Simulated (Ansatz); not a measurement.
Ce (fcc, Cu type)

```
CELL_PARAMETERS angstrom
      0.00000     2.36609     2.36609
      2.36609     0.00000     2.36609
      2.36609     2.36609     0.00000
ATOMIC_POSITIONS crystal
  Ce 0.00000 0.00000 0.00000
```

The slice is a {100} plane (indices of the conventional cell) through the point (0.000, 0.000, 0.000) (fractional), spanned by u = [100] and v = [0 1 -1] in vectors of this cell: u (3.35 Å) and v (3.35 Å, at 90° to u). It covers one period; positions are fractions (u, v).

Computed with PBE (plane waves to 420 eV, PAW, scalar-relativistic; Ansatz, a program for electronic structure). k mesh 17×17×17. These are valence fields of a PAW run, semicore shells included where kept as valence: close to a nucleus they are smooth pseudo fields. Ce is run without spin polarisation. Ce was relaxed with its symmetry unable to fall. The relaxed volume of Ce is well below the measured one. The filling of the f shell was not checked against other fillings, so treat energies with care.

Three fields on this plane, each scaled to ten steps between its own extremes (0 low, 9 high; the total valence density on a logarithmic scale, the potential cut 8 eV below its top; x marks points blanked near nuclei; v = 0 in the bottom row):

Map A
```
|xxxxxxxxx74100000147xxxxxxxx|
|xxxxxxxxx63100000136xxxxxxxx|
|xxxxxxxx9631000001369xxxxxxx|
|xxxxxxxx8521000001258xxxxxxx|
|xxxxxxx964210111012469xxxxxx|
|xxxxxx97531111111113579xxxxx|
|xxxxx9753211122211123579xxxx|
|xxx98653211223332211235689xx|
|7766543211223444322112345667|
|4433221112245565542211122334|
|1111111122456777654221111111|
|0000001123567888765321100000|
|0000011234578888875432110000|
|0000011234678898876432110000|
|0000011234578888875432110000|
|0000001123567888765321100000|
|1111111122456777654221111111|
|4433221112245565542211122334|
|7766543211223444322112345667|
|xxx98653211223332211235689xx|
|xxxxx9753211122211123579xxxx|
|xxxxxx97531111111113579xxxxx|
|xxxxxxx964210111012469xxxxxx|
|xxxxxxxx8521000001258xxxxxxx|
|xxxxxxxx9631000001369xxxxxxx|
|xxxxxxxxx63100000136xxxxxxxx|
|xxxxxxxxx74100000147xxxxxxxx|
|xxxxxxxxx74100000147xxxxxxxx|
```

Map B
```
|xxxxxxxxx00023332000xxxxxxxx|
|xxxxxxxxx00023432000xxxxxxxx|
|xxxxxxxx0000344430000xxxxxxx|
|xxxxxxxx0001345431000xxxxxxx|
|xxxxxxx000034555430000xxxxxx|
|xxxxxx00002456665420000xxxxx|
|xxxxx0000135677765310000xxxx|
|xxx00000135677777653100000xx|
|0000000135677888776531000000|
|0000002356788898887653200000|
|0000134567889999988765431000|
|1223345677899999998776543322|
|3334456778899999998877654433|
|3344556778999999999877655443|
|3334456778899999998877654433|
|1223345677899999998776543322|
|0000134567889999988765431000|
|0000002356788898887653200000|
|0000000135677888776531000000|
|xxx00000135677777653100000xx|
|xxxxx0000135677765310000xxxx|
|xxxxxx00002456665420000xxxxx|
|xxxxxxx000034555430000xxxxxx|
|xxxxxxxx0001345431000xxxxxxx|
|xxxxxxxx0000344430000xxxxxxx|
|xxxxxxxxx00023432000xxxxxxxx|
|xxxxxxxxx00023332000xxxxxxxx|
|xxxxxxxxx00013331000xxxxxxxx|
```

Map C
```
|xxxxxxxxx86421112468xxxxxxxx|
|xxxxxxxxx85321112358xxxxxxxx|
|xxxxxxxx9753211123579xxxxxxx|
|xxxxxxxx8642110112468xxxxxxx|
|xxxxxxx975321000123579xxxxxx|
|xxxxxx98643110001134689xxxxx|
|xxxxx9864321000001234689xxxx|
|xxx98764321000000012346789xx|
|8887654321100000001123456788|
|6655433211000000000112334556|
|4433221100000000000001122334|
|2222111000000000000000111222|
|1111100000000000000000001111|
|1111000000000000000000000111|
|1111100000000000000000001111|
|2222111000000000000000111222|
|4433221100000000000001122334|
|6655433211000000000112334556|
|8887654321100000001123456788|
|xxx98764321000000012346789xx|
|xxxxx9864321000001234689xxxx|
|xxxxxx98643110001134689xxxxx|
|xxxxxxx975321000123579xxxxxx|
|xxxxxxxx8642110112468xxxxxxx|
|xxxxxxxx9753211123579xxxxxxx|
|xxxxxxxxx85321112358xxxxxxxx|
|xxxxxxxxx86421112468xxxxxxxx|
|xxxxxxxxx86421112468xxxxxxxx|
```

Task: Assign the maps to these fields: electron localisation function (ELF); valence electron density; electrostatic potential energy of an electron, from the cell's mean.

Result: A is the electron localisation function (ELF); B is the electrostatic potential energy of an electron, from the cell's mean; C is the valence electron density.
